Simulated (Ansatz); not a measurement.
## ¹⁷O NMR of the central transition in Sr₂H₃NO₆

Cell: a refined structure from the COD, its atoms then relaxed with PBE in this cell.

```cif
data_Sr2H3NO6
_symmetry_space_group_name_H-M 'P-62m'
_symmetry_Int_Tables_number 189
_cell_length_a 6.6037
_cell_length_b 6.6037
_cell_length_c 3.5585
_cell_angle_alpha 90.000
_cell_angle_beta 90.000
_cell_angle_gamma 120.000
loop_
_atom_site_label
_atom_site_type_symbol
_atom_site_symmetry_multiplicity
_atom_site_Wyckoff_symbol
_atom_site_fract_x
_atom_site_fract_y
_atom_site_fract_z
Sr Sr 2 c 0.6667 0.3333 0.0000
H H 3 g 0.3077 0.3077 0.5000
N N 1 a 0.0000 0.0000 0.0000
O7 O 3 f 0.0000 0.1909 0.0000
O10 O 3 g 0.4548 0.4548 0.5000
```

One atom of each set is listed.

Method: Kohn–Sham DFT in Ansatz, PBE, plane waves and PAW, scalar-relativistic, 420 eV cutoff, Γ-centred 4×4×6 k-points, Fermi–Dirac smearing 0.02 eV.

¹⁷O has I = 5/2 and Q = -25.58 mb (Pyykkö 2018); at 28.2 T its Larmor frequency is ν₀ = 162.8 MHz. Only the quadrupole interaction is simulated: positions count from each site's isotropic chemical shift, and J coupling is left out, as are shift anisotropy and dipolar coupling, which fast spinning averages.

Problem. What does the ¹⁷O spectrum (fast magic-angle spinning) show for each site?

Solution. 

```json
{"site": "O7", "first shell": "1 N at 1.26 Å; also 2 Sr at 2.79 Å", "C_Q (MHz)": "-13.1", "η": "0.81", "P_Q (MHz)": "14.4", "δ_QIS (ppm)": "-47.1", "breadth (kHz)": "17.4"}
{"site": "O10", "first shell": "1 H at 0.97 Å; also 4 Sr at 2.62 Å", "C_Q (MHz)": "-7.96", "η": "0.00", "P_Q (MHz)": "7.96", "δ_QIS (ppm)": "-14.3", "breadth (kHz)": "5.01"}
```

δ_QIS = −(ν_Q²/30ν₀²)[I(I+1) − 3/4](1 + η²/3) × 10⁶ ppm with ν_Q = 3|C_Q|/[2I(2I−1)]; it falls as 1/B₀² in ppm, and the breadth as 1/B₀ in kHz.

The broadest static pattern spans 57 kHz. The table holds for spinning faster than that; slower spinning leaves sidebands.

At O10 V_zz points along its bond to H (within 1°).

The entry's hydrogen positions were far off; the other atoms hardly move on relaxation.

The relaxation (6 steps) took 54 s of wall time (54 s of CPU time) and 0.41 GiB at its peak, on 1 thread of Arm Neoverse V1 (aarch64; 28 cores open to the job, memory cap 2.5 GiB, no GPU), a shared host with a load of 0.9 a core.
